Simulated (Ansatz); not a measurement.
NaAu₂: do energies and stresses tell the same story?

Theory: Ansatz, DFT r2SCAN, scalar-relativistic, plane waves, PAW.

Cutoff 500 eV; k points 8×8×8 on the computed 6-atom cell (Γ-centred); Gaussian smearing, width 0.10 eV; no spin polarisation.

Relaxed cell: Fd-3m, a = 7.851 Å, b = 7.851 Å, c = 7.851 Å, α = 90.00°, β = 90.00°, γ = 90.00°, 6 atoms in the primitive cell. Whether it is the stable form of this composition wasn't checked.

Energies at zero smearing and pressures from the stress tensor, at volumes with shape and atoms relaxed:
| V (Å³/atom) | E − E(first) (meV/atom) | P (GPa) |
| --- | --- | --- |
| 18.952 | 0.00 | 6.10 |
| 19.556 | -16.54 | 2.76 |
| 20.161 | -21.63 | 0.01 |
| 20.766 | -17.29 | -2.26 |
| 21.371 | -5.20 | -4.11 |

Check P = −dE/dV between neighbouring volumes, and get the bulk modulus from the pressures alone.

With 1 eV/Å³ = 160.2 GPa:
```
middle V (Å³/atom)  −ΔE/ΔV (GPa) mean P (GPa)
            19.254         4.382         4.432
            19.859         1.348         1.383
            20.464        -1.149        -1.125
            21.069        -3.204        -3.184
```

The two differ by 0.05 GPa at most. The mean of two end pressures misses the average over a step by about ΔV² P″/12, up to 0.05 GPa here; with that taken off 0.01 GPa remains. Around V = 20.161 Å³/atom, the two neighbours give B = −V ΔP/ΔV = 20.161 × 5.02 / 1.210 = 83.6 GPa, against B0 = 82.9 GPa from the Birch–Murnaghan fit of the energies.

Spin–orbit coupling is left out, which can shift energies with elements as heavy as these.